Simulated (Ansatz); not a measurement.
Au (fcc, Cu type)

```yaml
crystal:
  lattice:
    - [0.00000, 2.06204, 2.06204]
    - [2.06204, 0.00000, 2.06204]
    - [2.06204, 2.06204, 0.00000]
  atoms:
    - { symbol: Au, position: [0.00000, 0.00000, 0.00000] }
```

The slice is a {111} plane (indices of the conventional cell) through the point (0.000, 0.000, 0.000) (fractional), spanned by u = [100] and v = [-1 2 0] in vectors of this cell: u (2.92 Å) and v (5.05 Å, at 90° to u). It covers one period; positions are fractions (u, v).

Method: r2SCAN (plane waves to 500 eV, PAW, scalar-relativistic; Ansatz, an electronic-structure program). k mesh 19×19×19. Near the nuclei the fields are pseudised (PAW); where an atom keeps semicore shells as valence, they peak there. Au was relaxed with its symmetry unable to fall. Spin-orbit coupling is left out, though Au is heavy.

Task: What is the valence density on the shortest Au–Au line in this plane (2.92 Å), at its midpoint?

Result: 0.26 e/Å³.

Task: What is the ELF at the midpoint of the shortest Au–Au line in this plane (2.92 Å)?

Result: 0.19.

Task: Sketch the valence electron density on this plane as a map.

Result: 
| v \ u | 0.00 | 0.14 | 0.29 | 0.43 | 0.57 | 0.71 | 0.86 |
|---|---|---|---|---|---|---|---|
| 0.92 | 1.0 | 0.8 | 0.0 | -0.6 | -0.6 | 0.0 | 0.8 |
| 0.83 | 0.3 | 0.0 | -0.4 | -0.7 | -0.7 | -0.4 | 0.0 |
| 0.75 | -0.5 | -0.6 | -0.6 | -0.5 | -0.5 | -0.6 | -0.6 |
| 0.67 | -0.7 | -0.6 | -0.2 | 0.2 | 0.2 | -0.2 | -0.6 |
| 0.58 | -0.7 | -0.3 | 0.5 | 0.9 | 0.9 | 0.5 | -0.3 |
| 0.50 | -0.6 | -0.2 | 0.7 | 1.1 | 1.1 | 0.7 | -0.2 |
| 0.42 | -0.7 | -0.3 | 0.5 | 0.9 | 0.9 | 0.5 | -0.3 |
| 0.33 | -0.7 | -0.6 | -0.2 | 0.2 | 0.2 | -0.2 | -0.6 |
| 0.25 | -0.5 | -0.6 | -0.6 | -0.5 | -0.5 | -0.6 | -0.6 |
| 0.17 | 0.3 | 0.0 | -0.4 | -0.7 | -0.7 | -0.4 | 0.0 |
| 0.08 | 1.0 | 0.8 | 0.0 | -0.6 | -0.6 | 0.0 | 0.8 |
| 0.00 | 1.2 | 1.0 | 0.3 | -0.5 | -0.5 | 0.3 | 1.0 |

Values: log₁₀ of the valence density in e/Å³. The scale is logarithmic, as a density can span decades between atoms and voids.
